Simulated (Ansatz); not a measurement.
**Deforming Ir**

```
Ir
1.0
     0.00000    1.91970    1.91970
     1.91970    0.00000    1.91970
     1.91970    1.91970    0.00000
Ir
1
Direct
  0.00000 0.00000 0.00000
```

The geometry is COD entry 9008470, unchecked; take it as a test cell.

No spin–orbit coupling, which matters for the heavy atoms here.

Computed with Ansatz 0.2.0, DFT, PBEsol, all-electron PAW with datasets made for the crystal, scalar-relativistic.

Numerical set-up: a Γ-centred 15×15×15 k mesh, Fermi–Dirac smearing of 0.05 eV, cutoff 300 eV (chosen by the program for this cell), no spin polarisation.

The unchanged cell is at -2.83 GPa.

In a metal, stresses and small energies carry noise from the k mesh.

x, y and z are the Cartesian axes of the cell as listed; fractional coordinates follow a strain, and an engineering shear is twice the off-diagonal strain component.

**Question.** One change gave: energy change +4 meV/atom; stress change (xx, yy, zz, yz, xz, xy) 0.15, 0.15, 0.15, -2.79, -2.79, -2.79 GPa, compression positive. Which change was it?
A. equal xy, yz and zx engineering shear strains of +2 %
B. equal xy, yz and zx engineering shear strains of -1 %
C. equal xy, yz and zx engineering shear strains of +1 %
D. equal xy, yz and zx engineering shear strains of -3 %
E. equal xy, yz and zx engineering shear strains of +3 %
F. equal xy, yz and zx engineering shear strains of -2 %

**Answer.** C. For equal xy, yz and zx engineering shear strains of -3 %: energy change +33 meV/atom; stress change (xx, yy, zz, yz, xz, xy) 1.32, 1.32, 1.32, 8.21, 8.21, 8.21 GPa, compression positive. For equal xy, yz and zx engineering shear strains of -1 %: energy change +4 meV/atom; stress change (xx, yy, zz, yz, xz, xy) 0.15, 0.15, 0.15, 2.74, 2.74, 2.74 GPa, compression positive. For equal xy, yz and zx engineering shear strains of +2 %: energy change +15 meV/atom; stress change (xx, yy, zz, yz, xz, xy) 0.60, 0.60, 0.60, -5.62, -5.62, -5.62 GPa, compression positive. For equal xy, yz and zx engineering shear strains of -2 %: energy change +15 meV/atom; stress change (xx, yy, zz, yz, xz, xy) 0.59, 0.59, 0.59, 5.49, 5.49, 5.49 GPa, compression positive. For equal xy, yz and zx engineering shear strains of +3 %: energy change +33 meV/atom; stress change (xx, yy, zz, yz, xz, xy) 1.35, 1.35, 1.35, -8.45, -8.45, -8.45 GPa, compression positive.
